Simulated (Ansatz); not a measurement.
Method: DFT PBE, scalar-relativistic, plane waves, PAW (Ansatz). Cutoff 420 eV, Γ-centred meshes of about 0.25 Å⁻¹ or finer for metals and 0.3 Å⁻¹ for insulators (2π included), Gaussian smearing. No spin polarisation.

All energies are static (0 K, no zero-point motion).

Two forms of Mg3Sn3N were relaxed alike.

A.

```xyz
7
Lattice="3.3152 0.0000 0.0000 -1.6576 2.8711 0.0000 0.0000 0.0000 15.3920" Properties=species:S:1:pos:R:3 pbc="T T T"
Mg    1.6576    0.9570    6.2871
Mg    0.0000    1.9141    1.0660
Mg    1.6576    0.9570   14.4007
Sn    0.0000    0.0000    8.8755
Sn    0.0000    0.0000    3.7970
Sn    0.0000    1.9141   11.7020
N     0.0000    0.0000    0.0477
```

B.

```xyz
7
Lattice="3.3038 0.0000 0.0000 -1.6519 2.8611 0.0000 0.0000 0.0000 15.7666" Properties=species:S:1:pos:R:3 pbc="T T T"
Mg    0.0000    1.9074    0.9895
Mg    1.6519    0.9537   14.6940
Mg    0.0000    1.9074   11.9706
Sn    1.6519    0.9537    6.5329
Sn    0.0000    0.0000    9.3888
Sn    0.0000    0.0000    3.7383
N     0.0000    0.0000   15.7523
```

**Question.** Which arrangement of the elements on these sites is preferred, and by what margin?

**Answer.** A is lower, by 42 meV/atom. The two share one framework of sites and differ in which element sits where. A has space group P3m1 (No. 156), 20.9 Å³/atom and no gap on its mesh; B has space group P3m1 (No. 156), 21.3 Å³/atom and no gap. Counting Mg or Sn atoms around N (for each partner element, those within 1.25 times its shortest distance or 1.15 times the sum of covalent radii, where it is the nearest in units of that sum or under 1.3), A and B both have N 6. In A, Mg on its first site has 6 Sn at 3.14–3.22 Å and 6 Mg at 3.32 Å; around Sn on its first site lie 3 Mg at 3.22 Å and 9 Sn at 3.32–3.41 Å; N has 6 Mg at 2.17–2.18 Å, 6 N at 3.32 Å and 1 Sn at 3.75 Å; 4 more sites not described. In B, Mg on its first site is surrounded by 3 N at 2.16 Å, 3 Mg at 2.81 Å, 6 Mg at 3.30 Å and 3 Sn at 3.35 Å; around Sn on its first site lie 12 Sn at 3.30–3.43 Å; around N lie 6 Mg at 2.16–2.18 Å, 6 N at 3.30 Å and 1 Sn at 3.75 Å; 4 more sites not described. Both come from trial cells of a structure search, whose lowest cell (R3m, 20.7 Å³/atom) lies 41 meV/atom below the lower of the two.

With atoms moved at random, A (by 41 meV/atom) and B (by 31 meV/atom) fell into a lower structure.
